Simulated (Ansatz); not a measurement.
BRh (NiAs type, space group No. 194) under volume change, PBEsol (plane waves, PAW; program Ansatz), shape and atoms relaxed at each volume.

```csv
V (Å³/atom),E − E(relaxed) (meV/atom),P (GPa)
9.067,88.9,34.59
9.366,37.3,21.14
9.665,8.8,9.72
9.964,0.0,-0.03
10.263,8.0,-8.30
10.562,___,___
10.861,___,___
```

Problem. What belongs in the gaps?

Solution. 
- 10.861, E − E(relaxed) (meV/atom): 64.5
- 10.861, P (GPa): -21.29
- 10.562, E − E(relaxed) (meV/atom): 30.2
- 10.562, P (GPa): -15.31

Problem. What does a third-order Birch–Murnaghan fit give for V₀, B₀ and B′?

Solution. V₀ = 9.96 Å³/atom, B₀ = 298 GPa, B′ = 4.4.

Space group P6_3/mmc (NiAs type). The first step of the workflow began from a Materials Project structure, measured or hypothetical; the Crystallography Open Database copy checked does not list it. Its standing as an ambient phase is unchecked. The cell was relaxed with PBEsol under the symmetry of its start; its stability against distortions is not shown here. The run is not spin-polarised. Spin–orbit coupling is left out wherever it is not named.

Potentials: the later of the program's two PAW sets.
